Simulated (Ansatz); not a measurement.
Energy over volume and axial ratio for CaClF (space group P4/nmm)

CaClF (space group P4/nmm)

```xyz
6
Lattice="3.8667 0.0000 0.0000 0.0000 3.8667 0.0000 0.0000 0.0000 6.8743" Properties=species:S:1:pos:R:3 pbc="T T T"
Ca     0.0000     1.9333     5.5463
Ca     1.9333     0.0000     1.3280
Cl     1.9333     0.0000     4.4448
Cl     0.0000     1.9333     2.4295
F      1.9333     1.9333     0.0000
F      0.0000     0.0000     0.0000
```

Two coordinates are scanned: the volume, and the ratio of the stretch along z (the conventional c axis) to the stretch across it. Atoms keep their fractional coordinates.

Method: r2SCAN (plane waves to 500 eV, PAW, scalar-relativistic; Ansatz, a program for electronic structure). k mesh 9×9×5 (Γ-centred), Fermi-Dirac smearing 0.05 eV. E stands for the smeared free energy. Stress and pressure are positive under compression. As the atoms are clamped, bonds stretch with the cell, which overstates energies and stresses. CaClF was relaxed with its symmetry unable to fall. ΔE is measured from the relaxed starting cell.

ΔE (kJ/mol of atoms), with V/V₀ across and (c/a)/(c/a)₀ down:

| (c/a)/(c/a)₀ \ V/V₀ | 0.960 | 0.980 | 1.000 | 1.020 | 1.040 |
|---|---|---|---|---|---|
| 0.920 | 1.36 | 0.92 | 0.80 | 0.95 | 1.36 |
| 0.960 | 0.76 | 0.32 | 0.20 | 0.35 | 0.75 |
| 1.000 | 0.60 | 0.15 | 0.00 | 0.13 | 0.52 |
| 1.040 | 0.87 | 0.38 | 0.20 | 0.30 | 0.66 |
| 1.080 | 1.55 | 1.01 | 0.79 | 0.85 | 1.17 |

σxx (GPa), with V/V₀ across and (c/a)/(c/a)₀ down:

| (c/a)/(c/a)₀ \ V/V₀ | 0.960 | 0.980 | 1.000 | 1.020 | 1.040 |
|---|---|---|---|---|---|
| 0.920 | 1.95 | 0.39 | -1.01 | -2.26 | -3.38 |
| 0.960 | 2.48 | 0.88 | -0.55 | -1.83 | -2.98 |
| 1.000 | 3.11 | 1.47 | 0.00 | -1.31 | -2.49 |
| 1.040 | 3.83 | 2.15 | 0.65 | -0.70 | -1.91 |
| 1.080 | 4.65 | 2.93 | 1.39 | 0.00 | -1.24 |

Summary:

```
Quantity                                                                                                                            Result
--------------------------------------------------------------------------------------  --------------------------------------------------
Modulus against c/a change at fixed volume, (3/4V)·∂²E/∂(ln c/a)² (fit, atoms clamped)   17.8 GPa, an upper bound as the atoms could relax
Lowest place on the grid                                                                 V/V₀ = 1.000, (c/a)/(c/a)₀ = 1.000 (0.0 meV/atom)
Highest place on the grid                                                               V/V₀ = 0.960, (c/a)/(c/a)₀ = 1.080 (16.0 meV/atom)
```

(A scan under strain: stresses follow from slopes of the energy per volume, elastic moduli from its curvatures.)
